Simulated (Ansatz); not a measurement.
ZnSe (zinc blende)

```xyz
2
Lattice="0.0000 2.8665 2.8665 2.8665 0.0000 2.8665 2.8665 2.8665 0.0000" Properties=species:S:1:pos:R:3 pbc="T T T"
Se     4.2998     4.2998     4.2998
Zn     0.0000     0.0000     0.0000
```

The slice is a {100} plane (indices of the conventional cell) through the point (0.000, 0.000, 0.000) (fractional), spanned by u = [100] and v = [0 1 -1] in vectors of this cell: u (4.05 Å) and v (4.05 Å, at 90° to u). It covers one period; positions are fractions (u, v).

Level of theory: PBE (plane waves to 420 eV, PAW, scalar-relativistic; Ansatz, an electronic-structure program). k mesh 10×10×10. Near the nuclei the fields are pseudised (PAW); where an atom keeps semicore shells as valence, they peak there. The PAW data are Ansatz's earlier set. ZnSe was relaxed with its symmetry unable to fall.

Sketch the valence electron density on this plane as a map.


```
|9988775544333322222222222222333344557788|
|7777665544332222222222222222223344556677|
|5555554433332222222222222222223333445555|
|4444443333222222221111112222222233334444|
|3333333322221111111111111111112222333333|
|3333222222111111111111111111111122222233|
|3322222222111100000000000000111122222222|
|2222222222111100000000000000111122222222|
|2222222211111100000000000000111111222222|
|2222222211111100000000000000111111222222|
|2222222211111100000000000000111111222222|
|2222222222111100000000000000111122222222|
|3322222222111100000000000000111122222222|
|3333222222111111111111111111111122222233|
|3333333322221111111111111111112222333333|
|4444443333222222221111112222222233334444|
|5555554433332222222222222222223333445555|
|7777665544332222222222222222223344556677|
|9988775544333322222222222222333344557788|
|9999775544333333222222222233333344557799|
```
Scale: ten equal steps from -1.83 (start of '0') to 1.67 (end of '9'), in the order '0123456789'. Values: log₁₀ of the valence density in e/Å³. The map has 20 points along u (two characters each, u = 0 at the left) and 20 along v (v = 0 in the bottom row). The scale is logarithmic, as a density can span decades between atoms and voids.
